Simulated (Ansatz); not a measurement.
Relaxed-ion elastic tensor of Te2Rh in space group Pa-3 (No. 205; Rh on 4a, Te on 8c) in GPa (Voigt order), the program Ansatz at the LDA level (PAW); density 9.12 g/cm³, 21.73 Å³ per atom.

```
 220  70.8  70.8   0.0   0.0   0.0
70.8   220  70.8   0.0   0.0   0.0
70.8  70.8   220   0.0   0.0   0.0
 0.0   0.0   0.0  51.6   0.0   0.0
 0.0   0.0   0.0   0.0  51.6   0.0
 0.0   0.0   0.0   0.0   0.0  51.6
```

Is the crystal mechanically stable?

Yes: the smallest eigenvalue of C is 51.6 GPa.

Work out the Voigt, Reuss and Hill averages.

K_V = 120, K_R = 120, K_H = 120; G_V = 60.8, G_R = 58.8, G_H = 59.8 GPa.

Give Young's modulus, Poisson's ratio, Pugh's ratio and the universal anisotropy index.

E = 9KG/(3K + G) = 154 GPa; ν = 0.29; K/G = 2.01 (ductile by the Pugh limit of 1.75); A_U = 5G_V/G_R + K_V/K_R − 6 = 0.16.

Estimate the sound speeds and the Debye temperature.

v_l = √((K + 4G/3)/ρ) = 4680 m/s, v_t = √(G/ρ) = 2560 m/s, mean 2860 m/s; Θ = (h/k)(3n/4πV)^(1/3) v_m = 305 K.

Give the Zener ratio and Young's modulus along [100], [110] and [111].

A = 2C44/(C11 − C12) = 0.69; 1/E = S11 − 2(S11 − S12 − S44/2)Γ with Γ = 0, 1/4, 1/3 gives 185, 145, 135 GPa.

The workflow started from an entry of the Crystallography Open Database (COD), which files this formula under 2 space groups. Whether it is the stable phase at ambient conditions was not checked. The cell was relaxed with LDA under the symmetry of its start; of distortions, only those at the zone centre were tested. No spin polarisation was allowed. As this level gives no gap, shear constants depend on the k-mesh and smearing (Fermi–Dirac, 0.1 eV here). Spin–orbit coupling is left out wherever it is not named.

Potentials: the later of the program's two PAW sets.
